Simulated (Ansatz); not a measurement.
**Cr: pressure against volume**

Cr, P6_3/mmc, a = 2.456 Å, c = 4.473 Å. This isn't the element's structure at ambient conditions. Ansatz: r2SCAN, PAW, 500 eV, Γ-centred 18×18×10 mesh on 2 atoms, Gaussian smearing 0.10 eV; no spin polarisation. Shape and atoms are relaxed at each volume; pressure is positive in compression.

```
V (Å³/atom) P (GPa)
     10.280        ?
     10.631    28.74
     10.981    17.66
     11.331     8.16
     11.682     0.01
     12.032    -6.96
     12.383   -12.94
     12.850   -19.59
```

Take V0 = 11.682 Å³/atom, count pressures from its P0 = 0.01 GPa, fit the third-order Birch–Murnaghan form to the other rows, and predict the missing pressure.

With the Eulerian strain f = ½[(V0/V)^(2/3) − 1] and y = (P − P0)/[3f(1 + 2f)^(5/2)], the form is the line y = B0 + 1.5 B0 (B0′ − 4) f. Rows (f, y): 0.03243, 252.4; 0.02106, 252.0; 0.01027, 251.4; -0.00974, 250.6; -0.01905, 249.7; -0.03078, 248.8. Means f = 0.0006983, y = 250.82; Σ(Δf)² = 0.003003, ΣΔfΔy = 0.1677; the slope is their ratio. y = 250.8 + 55.85 f GPa, so B0 = 250.8 GPa and B0′ = 4 + 2 × (55.85)/(3 × 250.8) = 4.15. At V = 10.280, f = 0.04449, y = 253.28 and P = 41.85 GPa. The run gave 41.68 GPa, so the fit is 0.17 GPa too high, a small miss on the scale of the series.

Cost: 8 runs of about 5.8 core-minutes in all, on Arm Neoverse V1 (shared hosts).